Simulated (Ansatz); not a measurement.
The elements of this relaxed trial crystal are hidden behind letters.

```
lattice vectors (Å)
   3.4237    0.0000    0.0000
  -1.7118    2.9650    0.0000
   0.0000    0.0000   11.1012
fractional positions
X 0.6667 0.3333 0.0321
X 0.6667 0.3333 0.4918
X 0.0000 0.0000 0.2621
X 0.0000 0.0000 0.7233
Z 0.0000 0.0000 0.9356
Q 0.6667 0.3333 0.2112
Q 0.6667 0.3333 0.6720
Q 0.0000 0.0000 0.4419
```

The calculation used DFT PBE, scalar-relativistic, plane waves, PAW in Ansatz 0.2.0. Cutoff 420 eV, Γ-centred 12×12×4 mesh (8-atom cell), Gaussian smearing of 0.10 eV, no spin polarisation.

* Space group: P3m1 (No. 156)
* Conventional cell: a = 3.424 Å, c = 11.101 Å
* Volume per atom: 14.09 Å³
* Density: 5.03 g/cm³
* Energy over the elements: −1.18 eV/atom
* Gap on the 12×12×4 mesh of the 8-atom cell: 0 eV (the bands overlap slightly)

Energies are uncorrected and count from the elements' standard states at the same level.

Task: X is a d-block element of period 4, Z is a p-block element of period 3 and Q is a p-block element of period 2. Which elements are they?

Result: X = Zn, Z = S, Q = O, so the formula is Zn4SO3. Density times volume gives a mean mass of 5.03 × 14.09/1.6605 = 42.7 u per atom, and this set has 42.7 u. Zn on its first site has 1 O at 1.99 Å and 3 S at 2.25 Å; around S lie 4 Zn at 2.25–2.36 Å; O on its first site is surrounded by 4 Zn at 1.99–2.06 Å; 5 more sites not described. Other sets within the hints have nearly the same mass, so mass alone doesn't settle it; this one was computed.

The zero gap may come from the functional, which often closes small gaps. A later test with randomly moved atoms came back to the same energy, though modes that don't fit the test's cell weren't probed.
